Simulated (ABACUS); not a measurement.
Worked example: self-consistent single point of SiNi (Pnma, 8 atoms in the cell; from Materials Project mp-351, changed as shown) in ABACUS.

Level of theory: PBEsol, PseudoDojo 0.4 standard norm-conserving PBEsol (tails mended) pseudopotentials (plane waves; ABACUS).

The change in words: lattice scaled by 1.015; ecutwfc: 98 Ry → 58.8 Ry. Reference geometry (Pnma):
```
SiNi
1.0
    5.14154     0.00000     0.00000
    0.00000     3.32130     0.00000
    0.00000     0.00000     5.56978
Si Ni
4 4
Direct
  0.82109   0.75000   0.58232
  0.17891   0.25000   0.41768
  0.67891   0.25000   0.08232
  0.32109   0.75000   0.91768
  0.50795   0.25000   0.68852
  0.49205   0.75000   0.31148
  0.99205   0.75000   0.18852
  0.00795   0.25000   0.81148
```

Reference input (self-consistent single point, DFT, PBEsol, plane waves, PseudoDojo 0.4 standard norm-conserving PBEsol (tails mended) pseudopotentials): KPT = Gamma 3 4 3 0 0 0; basis_type = pw; dft_functional = PBESOL; ecutwfc = 98 Ry; smearing_method = fd; smearing_sigma = 0.00367493 Ry; potentials = PseudoDojo 0.4 standard norm-conserving PBEsol (tails mended); symmetry = 1; ks_solver = dav_subspace; scf_nmax = 100; scf_thr = 1.0e-09 Ry; mixing_type = broyden. This run's input differs from it in these lines:

```diff
@@ -6,3 +6,3 @@
 dft_functional       PBESOL
-ecutwfc              98.0
+ecutwfc              58.8
 symmetry             1
@@ -26,5 +26,5 @@
 LATTICE_VECTORS
-   5.1415400000    0.0000000000    0.0000000000
-   0.0000000000    3.3213000000    0.0000000000
-   0.0000000000    0.0000000000    5.5697800000
+   5.2186630000    0.0000000000    0.0000000000
+   0.0000000000    3.3711190000    0.0000000000
+   0.0000000000    0.0000000000    5.6533270000
 
@@ -36,6 +36,6 @@
 4
-   4.2216670786    2.4909750000    3.2433942896
-   0.9198729214    0.8303250000    2.3263857104
-   3.4906429214    0.8303250000    0.4585042896
-   1.6508970786    2.4909750000    5.1112757104
+   4.2849920027    2.5283392500    3.2920453786
+   0.9336709973    0.8427797500    2.3612816214
+   3.5430024973    0.8427797500    0.4653818786
+   1.6756605027    2.5283392500    5.1879451214
 
@@ -44,6 +44,6 @@
 4
-   2.6116452430    0.8303250000    3.8349049256
-   2.5298947570    2.4909750000    1.7348750744
-   5.1006647570    2.4909750000    1.0500149256
-   0.0408752430    0.8303250000    4.5197650744
+   2.6508198709    0.8427797500    3.8924287060
+   2.5678431291    2.5283392500    1.7608982940
+   5.1771746292    2.5283392500    1.0657652060
+   0.0414883709    0.8427797500    4.5875617940
 # file: KPT
```

Output, abridged:

```
 SELF-CONSISTENT
 -------------------------------------------
                                 init_chg = atomic

 PW ALGORITHM --------------- ION=   1  ELEC=   1--------------------------------

 Notice: Threshold on eigenvalues was too large.

 Density error is 0.365672734724
                          Error Threshold = 0.000413873251568
 E_KohnSham     -1373.5103485046     -18687.5670016284
 E_Fermi        1.0334985087         14.0614685925

 PW ALGORITHM --------------- ION=   1  ELEC=   2--------------------------------

 Density error is 0.502266920535
                          Error Threshold = 0.00041553719855
   [... lines left out ...]

 Density error is 2.02085362229e-08
                          Error Threshold = 3.33199424999e-10
 E_KohnSham     -1373.6008354549     -18688.7981397474
 E_Fermi        1.0458932226         14.2301073274

 PW ALGORITHM --------------- ION=   1  ELEC=   9--------------------------------

 Density error is 4.48564248574e-10
                          Error Threshold = 2.29642457078e-11
 E_KohnSham     -1373.6008354567     -18688.7981397716
 E_KS(sigma->0) -1373.5999234122     -18688.7857307701
 E_entropy(-TS) -0.0018240889        -0.0248180029
 E_Fermi        1.0458983232         14.2301767244
 charge density convergence is achieved
 final etot is -18688.79814 eV
 EFERMI = 14.230176724 eV

 STATE ENERGY(eV) AND OCCUPATIONS    NSPIN == 1
   [... 51 lines left out ...]

 TOTAL-FORCE (eV/Angstrom)
                       Si1        -0.1419928680         0.0000000000         0.0511242104
                       Si2         0.1419928680         0.0000000000        -0.0511242104
                       Si3         0.1419928680         0.0000000000         0.0511242104
                       Si4        -0.1419928680         0.0000000000        -0.0511242104
                       Ni1        -0.0404561350         0.0000000000         0.0416599977
                       Ni2         0.0404561350         0.0000000000        -0.0416599977
                       Ni3         0.0404561350         0.0000000000         0.0416599977
   [... lines left out ...]

 TOTAL-STRESS (KBAR)
     -2460.9893135619         0.0000000000         0.0000000000
        -0.0000000000     -2474.1424359112         0.0000000000
         0.0000000000         0.0000000000     -2453.8104277492
 TOTAL-PRESSURE: -2462.980726 KBAR

 --------------------------------------------
 !FINAL_ETOT_IS -18688.7981397715630010 eV
 --------------------------------------------
```

The run converged in 9 iterations. Against the reference run the free energy goes up by 3.06 eV/atom, the pressure goes from -0.92 to -246.3 GPa and the largest force goes from 0.107 to 0.151 eV/Å.

The run has no spin polarisation, so moments on Ni cannot form. This run is one point of a test of settings, so its values need not be converged; read them against the reference run alone. The structure comes from a collection of computed structures, made at another level of theory; the collection holds predicted forms beside known ones. No clean gap shows at this smearing width and mesh (spacing up to 0.47 Å⁻¹); the mesh is coarse for partly filled bands, so the values carry mesh errors.

Cost on one core: roughly 80 core-seconds.

At a cut-down plane-wave cutoff the stress holds a Pulay term: a spurious tension from the incomplete basis, which lowers the pressure; energies, forces and gaps of such rows are unconverged too.

“Tails mended”: in these copies of the files the far tail of each local potential was reset to the Coulomb form.
